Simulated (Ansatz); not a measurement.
The start is a relaxed ZnSiP2 cell with every coordinate shifted by Gaussian noise of σ = 0.45 Å. Cell shape, volume and atoms are optimised at zero target pressure with PBEsol (plane waves to 420 eV, PAW, scalar-relativistic; Ansatz, a quantum-chemistry and plane-wave program). First-step values are on the input's coarse k-mesh.

Ansatz input (later rounds restart from its end on a renewed k-mesh):
Ansatz 0.2 input:
```yaml
crystal:
  lattice:
    - [-2.6766325424, 2.6766325424, 5.2223914837]
    - [2.6766325424, -2.6766325424, 5.2223914837]
    - [2.6766325424, 2.6766325424, -5.2223914837]
  atoms:
    - { symbol: Zn, position: [0.7321504829, 0.3202689508, 0.5717621797] }
    - { symbol: Zn, position: [0.0106190816, -0.1464347133, -0.0602078359] }
    - { symbol: Si, position: [0.2877520293, 0.6043428655, 0.3386609991] }
    - { symbol: Si, position: [0.5383264294, 0.4900264882, 0.0640995723] }
    - { symbol: P, position: [0.1501573882, 0.114643989, 0.5309020808] }
    - { symbol: P, position: [0.6619628818, 0.5934706913, 0.5591231917] }
    - { symbol: P, position: [0.4413704205, 0.9533421137, 1.1725762915] }
    - { symbol: P, position: [0.8470327734, 0.3276570151, -0.0539534097] }
basis: { ecutwfc: 420, ecutrho_ratio: 4, xc_grid: 2, fft_grid_basis: typed }
kpoints: { mp_grid: { grid: [5, 5, 6] } }
hamiltonian:
  xc: pbesol
  dispersion: none
  pseudopotentials: { kind: paw }
scf: { occupations: { method: fermi_dirac, width: 0.05 } }
relax: { f_tol: 0.01, max_steps: 100, cell: { stress_tol: 0.02 } }
output: { forces: true, stress: true }
```

```json
{
  "largest_initial_force": "12.25 eV/Å, on Zn1 (atoms numbered as listed)",
  "relative_to_the_parent": "It relaxes back to the parent, I-42d (No. 122)",
  "band_gap_at_the_end": "1.16 eV, direct at Γ (no spin-orbit coupling)",
  "optimiser_moves": "8"
}
```

Final structure:

```cif
data_P8Si4Zn4
_chemical_formula_sum 'Zn4 Si4 P8'
_space_group_name_H-M_alt 'I-42d'
_space_group_IT_number 122
_space_group_name_Hall 'I -4 2bw'
_cell_length_a 5.35348
_cell_length_b 5.35348
_cell_length_c 10.44504
_cell_angle_alpha 90.000
_cell_angle_beta 90.000
_cell_angle_gamma 90.000
loop_
_atom_site_label
_atom_site_type_symbol
_atom_site_symmetry_multiplicity
_atom_site_Wyckoff_symbol
_atom_site_fract_x
_atom_site_fract_y
_atom_site_fract_z
_atom_site_occupancy
Zn1 Zn 4 a 0.00000 0.00000 0.00000 1
Si1 Si 4 b 0.00000 0.00000 0.50000 1
P1 P 8 d 0.25000 0.23543 0.37500 1
```
(The calculation used a cell of 8 atoms; values per cell refer to that cell.)

Final values are on a 9×9×9 k-mesh of the relaxed cell. No spin polarisation in the result.
